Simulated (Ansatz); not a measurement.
Rocksalt alloy of MgO and ZnO (24 of 32 Mg sites exchanged), 64 atoms

Ansatz, PAW, plane waves. PBEsol relaxation of volume and atoms (shape held) at the single k point (¼, ¼, ¼) without its symmetry partners; single points on the relaxed atoms at the Γ point alone, onto which points of the small cell's zone fold. Arrangement: quasirandom. No spin–orbit coupling unless named.

Relaxed structure:

```xyz
64
Lattice="8.5072 0.0000 0.0000 0.0000 8.5072 0.0000 0.0000 0.0000 8.5072" Properties=species:S:1:pos:R:3 pbc="T T T"
O     2.1063    8.4899    0.0229
O     2.1262    8.5070    4.2458
O     2.1287    4.2794    0.0019
O     2.1275    4.2577    4.2566
O     6.3958    0.0040    0.0034
O     6.3836    8.5072    4.2567
O     6.3861    4.2583    0.0002
O     6.3872    4.2599    4.2559
O     0.0036    2.1298    0.0018
O     0.0048    2.1294    4.2565
O     0.0222    6.3855    0.0001
O     0.0062    6.3846    4.2559
O     4.2536    2.1455    0.0214
O     4.2518    2.1292    4.2457
O     4.2384    6.3667    8.5061
O     4.2546    6.3802    4.2555
O     0.0150    0.0045    2.1139
O     8.5072    0.0069    6.3976
O     8.4920    4.2555    2.1096
O     8.4925    4.2546    6.3997
O     4.2393    0.0201    2.1313
O     4.2562    0.0052    6.3850
O     4.2766    4.2334    2.1098
O     4.2768    4.2555    6.3993
O     2.1459    2.1129    2.1337
O     2.1323    2.1302    6.3845
O     2.1330    6.3992    2.1165
O     2.1311    6.3851    6.3931
O     6.3652    2.1455    2.1370
O     6.3821    2.1447    6.3776
O     6.3789    6.3702    2.1298
O     6.3825    6.3711    6.3786
Mg    8.5007    0.0079    8.5063
Mg    0.0075    4.2530    0.0011
Mg    4.2539    4.2547    8.5063
Mg    2.1334    6.3862    8.5046
Mg    2.1259    0.0013    2.1405
Mg    6.3874    4.2615    2.1374
Mg    6.3844    4.2571    6.3731
Mg    4.2563    2.1249    2.1360
Zn    0.0017    0.0023    4.2584
Zn    0.0057    4.2569    4.2558
Zn    4.2534    0.0040    0.0056
Zn    4.2563    0.0007    4.2590
Zn    4.2562    4.2548    4.2549
Zn    2.1301    2.1257    0.0055
Zn    2.1289    2.1288    4.2595
Zn    2.1302    6.3825    4.2580
Zn    6.3807    2.1344    0.0037
Zn    6.3840    2.1270    4.2567
Zn    6.3834    6.3799    0.0006
Zn    6.3850    6.3854    4.2555
Zn    2.1279    0.0038    6.3844
Zn    2.1316    4.2570    2.1295
Zn    2.1316    4.2566    6.3824
Zn    6.3821    0.0031    2.1307
Zn    6.3821    0.0042    6.3832
Zn    0.0015    2.1291    2.1317
Zn    0.0029    2.1312    6.3824
Zn    0.0052    6.3847    2.1263
Zn    0.0036    6.3839    6.3829
Zn    4.2579    2.1295    6.3833
Zn    4.2551    6.3815    2.1279
Zn    4.2584    6.3845    6.3808
```

(1) What are the mean bond lengths by pair (pairs within 1.2 times the sum of covalent radii, less contacts 15 % beyond the pair's median; cation–cation pairs of compounds aside; long ionic contacts are cut short by that bound)?

(2) What gap lies between the top filled and the lowest empty level in the single points?

## Answers

(1) Mg–O 2.114 ± 0.008 Å (standard deviation, 48 bonds); O–Zn 2.131 ± 0.008 Å (standard deviation, 144 bonds).

(2) HSE06 3.29 eV (3.9 min on 7 threads of Neoverse-V2).
